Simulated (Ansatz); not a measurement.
An Ansatz (a first-principles code) input:

Ansatz 0.2 input:
```yaml
crystal:
  lattice:
    - [-1.6595059312, 1.6595059312, 1.6595059312]
    - [1.6595059312, -1.6595059312, 1.6595059312]
    - [1.6595059312, 1.6595059312, -1.6595059312]
  atoms:
    - { symbol: Ta, position: [0.0, 0.0, 0.0] }
kpoints:
  mp_grid: { grid: [13, 13, 13] }
  band_path:
    path:
      - [[0.0, 0.0, 0.0], [0.5, -0.5, 0.5], [0.0, 0.0, 0.5], [0.0, 0.0, 0.0], [0.25, 0.25, 0.25], [0.5, -0.5, 0.5]]  # Γ-H-N-Γ-P-H
      - [[0.25, 0.25, 0.25], [0.0, 0.0, 0.5]]  # P-N
    npoints: 12
basis: { xc_grid: 2 }
hamiltonian:
  xc: pbe
  pseudopotentials: { azcp: { folder: ./paw }, kind: paw_fr }
magnetization: { noncollinear: true, spin_orbit: true }
scf:
  n_extra_bands: 13
  convergence: { dr2_threshold: 0.0000000001 }
  occupations: { method: gaussian, width: 0.05 }
output: { eigenvalues: true }
```

**Question.** How many symmetry operations and irreducible k-points will the run report?

**Answer.** 48 operations, 84 of 2197 k-points.

**Question.** With a cutoff of 420 eV, how many plane waves at Γ?

**Answer.** 369.

It took very roughly 7 core-seconds on shared server cores.

Space group Im-3m (bcc (W type)). Symmetry was held in the PBE relaxation. The run is not spin-polarised.

Potentials: the earlier of the program's two PAW sets.

Ansatz is a plane-wave DFT program.
